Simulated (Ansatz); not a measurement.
Band table of TiBe2 (C15 type)

```yaml
crystal:
  lattice:
    - [0.00000, 3.14880, 3.14880]
    - [3.14880, 0.00000, 3.14880]
    - [3.14880, 3.14880, 0.00000]
  atoms:
    - { symbol: Ti, position: [0.12500, 0.12500, 0.12500] }
    - { symbol: Ti, position: [0.87500, 0.87500, 0.87500] }
    - { symbol: Be, position: [0.50000, 0.50000, 0.50000] }
    - { symbol: Be, position: [0.50000, 0.50000, 0.00000] }
    - { symbol: Be, position: [0.50000, 0.00000, 0.50000] }
    - { symbol: Be, position: [0.00000, 0.50000, 0.50000] }
```

The cell comes from a relaxation on PAW files under the same functional, begun from a prototype that needn't be the stable phase.

Level of theory: DFT with LDA, scalar-relativistic, in Ansatz 0.2.0; a Γ-centred 9×9×9 k mesh, Fermi–Dirac smearing of 0.05 eV, no spin polarisation. LAPW: all electrons, basis error target 1 meV/atom.

Path points, in fractions of the reciprocal vectors: Γ (0.000, 0.000, 0.000), X (0.500, 0.000, 0.500), U (0.625, 0.250, 0.625), K (0.375, 0.375, 0.750), L (0.500, 0.500, 0.500), W (0.500, 0.250, 0.750). The distance column jumps between branches of the path. Levels in eV from the Fermi level; bands 13 to 24, counted from the lowest band of the run. The gap is zero, the pressure -0.02 GPa.

```
# k(1/Å) point b13 b14 b15 b16 b17 b18 b19 b20 b21 b22 b23 b24
0.000 Γ -8.29 -2.41 -1.93 -1.93 -1.83 -1.83 -1.83 -0.58 -0.58 -0.58 3.20 3.20
0.143 - -8.22 -2.61 -1.95 -1.95 -1.87 -1.84 -1.84 -0.53 -0.53 -0.35 3.14 3.23
0.285 - -8.01 -3.10 -2.24 -1.87 -1.87 -1.85 -1.70 -0.40 -0.40 0.04 2.96 3.25
0.428 - -7.68 -3.66 -2.60 -1.89 -1.89 -1.70 -1.42 -0.22 -0.22 0.34 2.65 3.22
0.570 - -7.23 -4.18 -2.91 -1.89 -1.89 -1.68 -1.04 -0.02 -0.02 0.56 2.23 3.11
0.713 - -6.70 -4.66 -3.10 -1.96 -1.89 -1.89 -0.58 0.18 0.18 0.89 1.72 2.75
0.855 - -6.14 -5.11 -3.10 -2.44 -1.88 -1.88 -0.04 0.34 0.34 1.15 1.41 2.39
0.998 X -5.60 -5.60 -2.87 -2.87 -1.88 -1.88 0.41 0.41 0.55 0.55 2.00 2.00
1.048 - -5.60 -5.59 -2.94 -2.86 -1.88 -1.80 0.38 0.41 0.53 0.59 1.91 2.01
1.098 - -5.59 -5.58 -3.12 -2.83 -1.90 -1.63 0.33 0.41 0.47 0.69 1.73 2.04
1.149 - -5.58 -5.55 -3.33 -2.77 -1.92 -1.42 0.29 0.37 0.42 0.81 1.51 2.10
1.199 - -5.57 -5.51 -3.56 -2.70 -1.96 -1.19 0.25 0.26 0.43 0.95 1.28 2.16
1.250 - -5.57 -5.45 -3.77 -2.60 -2.00 -0.96 0.13 0.22 0.45 1.04 1.10 2.21
1.300 - -5.58 -5.39 -3.96 -2.48 -2.04 -0.74 -0.01 0.20 0.49 0.81 1.28 2.08
1.350 U -5.62 -5.32 -4.12 -2.35 -2.08 -0.54 -0.15 0.18 0.54 0.57 1.47 1.92
1.961 K -5.62 -5.32 -4.12 -2.35 -2.08 -0.54 -0.15 0.18 0.54 0.57 1.47 1.92
2.113 - -5.96 -5.03 -4.25 -2.19 -1.87 -0.57 -0.13 -0.10 0.12 0.87 1.36 2.13
2.264 - -6.53 -4.65 -3.99 -2.24 -1.41 -0.95 -0.67 -0.05 0.04 0.86 1.48 2.82
2.415 - -7.11 -4.19 -3.53 -2.24 -1.27 -1.27 -1.11 -0.12 -0.07 0.62 2.15 3.13
2.566 - -7.60 -3.66 -2.99 -2.18 -1.54 -1.52 -1.35 -0.26 -0.21 0.48 2.69 3.24
2.717 - -7.98 -3.11 -2.44 -2.08 -1.78 -1.69 -1.62 -0.41 -0.38 0.14 3.01 3.22
2.868 - -8.21 -2.62 -2.01 -1.97 -1.90 -1.80 -1.80 -0.53 -0.52 -0.33 3.16 3.21
3.020 Γ -8.29 -2.41 -1.93 -1.93 -1.83 -1.83 -1.83 -0.58 -0.58 -0.58 3.20 3.20
3.143 - -8.24 -2.55 -1.94 -1.94 -1.94 -1.81 -1.81 -0.54 -0.54 -0.40 3.19 3.19
3.267 - -8.08 -2.94 -2.12 -2.01 -2.01 -1.72 -1.72 -0.44 -0.44 -0.02 3.15 3.15
3.390 - -7.83 -3.49 -2.25 -2.10 -2.10 -1.55 -1.55 -0.32 -0.32 0.35 3.08 3.08
3.513 - -7.48 -4.11 -2.29 -2.18 -2.18 -1.35 -1.35 -0.20 -0.20 0.54 2.95 2.95
3.637 - -7.06 -4.75 -2.26 -2.25 -2.25 -1.14 -1.14 -0.09 -0.09 0.42 2.74 2.74
3.760 - -6.57 -5.37 -2.29 -2.29 -2.18 -0.98 -0.98 -0.01 -0.01 0.18 2.53 2.53
3.884 L -6.16 -5.82 -2.31 -2.31 -2.14 -0.92 -0.92 0.02 0.02 0.06 2.44 2.44
3.984 - -6.14 -5.79 -2.71 -2.30 -1.73 -0.97 -0.90 -0.14 0.03 0.26 2.33 2.41
4.085 - -6.10 -5.69 -3.15 -2.29 -1.26 -1.13 -0.81 -0.23 0.04 0.45 2.08 2.34
4.186 - -6.01 -5.54 -3.55 -2.34 -1.30 -0.92 -0.61 -0.23 0.07 0.61 1.80 2.24
4.287 - -5.90 -5.36 -3.86 -2.55 -1.34 -0.77 -0.25 -0.18 0.10 0.72 1.56 2.15
4.388 - -5.75 -5.24 -4.02 -2.90 -1.24 -0.72 -0.11 0.01 0.18 0.75 1.45 2.11
4.488 - -5.58 -5.26 -3.95 -3.29 -1.06 -0.75 -0.05 0.04 0.39 0.70 1.52 2.05
4.589 W -5.40 -5.40 -3.67 -3.67 -0.88 -0.88 0.00 0.00 0.57 0.57 1.74 1.74
4.660 - -5.41 -5.41 -3.64 -3.64 -0.93 -0.93 0.03 0.03 0.58 0.58 1.72 1.72
4.732 - -5.45 -5.45 -3.55 -3.55 -1.07 -1.07 0.10 0.10 0.61 0.61 1.68 1.68
4.803 - -5.49 -5.49 -3.42 -3.42 -1.25 -1.25 0.17 0.17 0.63 0.63 1.67 1.67
4.874 - -5.53 -5.53 -3.25 -3.25 -1.45 -1.45 0.25 0.25 0.64 0.64 1.71 1.71
4.946 - -5.57 -5.57 -3.08 -3.08 -1.65 -1.65 0.32 0.32 0.61 0.61 1.80 1.80
5.017 - -5.59 -5.59 -2.93 -2.93 -1.81 -1.81 0.38 0.38 0.57 0.57 1.92 1.92
5.088 X -5.60 -5.60 -2.87 -2.87 -1.88 -1.88 0.41 0.41 0.55 0.55 2.00 2.00
```
